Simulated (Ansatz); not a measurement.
# GePt₂: two-dimensional strain map

Level of theory: DFT PBEsol, scalar-relativistic, plane waves, PAW in Ansatz 0.2.0. The runs took a 420 eV cutoff, a Γ-centred 6×6×12 mesh and Gaussian smearing (0.15 eV). Spin–orbit coupling is left out, which can shift energies with elements as heavy as these. No spin polarisation. Energies are free energies at this smearing, counted from the undisturbed cell; pressure is positive in compression.

The starting cell (relaxed at this level; it needn't be the usual structure):

```
CELL_PARAMETERS angstrom
6.76073 0.00000 0.00000
-3.38036 5.85496 0.00000
0.00000 0.00000 3.45868
ATOMIC_POSITIONS crystal
Ge 0.66667 0.33333 0.00000
Ge 0.33333 0.66667 0.00000
Ge 0.00000 0.00000 0.50000
Pt 0.62294 0.00000 0.50000
Pt 0.37706 0.37706 0.50000
Pt 0.00000 0.62294 0.50000
Pt 0.00000 0.28491 0.00000
Pt 0.71509 0.71509 0.00000
Pt 0.28491 0.00000 0.00000
```

The cell is strained by p along both x and y and by q along z, fractional coordinates fixed. Points are written (p, q).

Energy above the undisturbed cell in meV/atom (a dash: not computed):

```csv
p \ q,-0.080,-0.040,0.000,0.040,0.080
-0.080,866.0,609.4,427.3,304.9,231.6
-0.040,327.1,–,92.1,–,–
0.000,78.2,–,0.0,–,56.1
0.080,113.8,–,247.1,–,440.0
```

Pressure in GPa:

```
 p \ q  -0.080  -0.040  0.000  0.040  0.080
-0.080   105.9    81.7   62.3   46.6   34.1
-0.040    54.3       –   24.3      –      –
 0.000    20.4       –    0.0      –  -12.1
 0.080   -15.3       –  -23.7      –  -27.8
```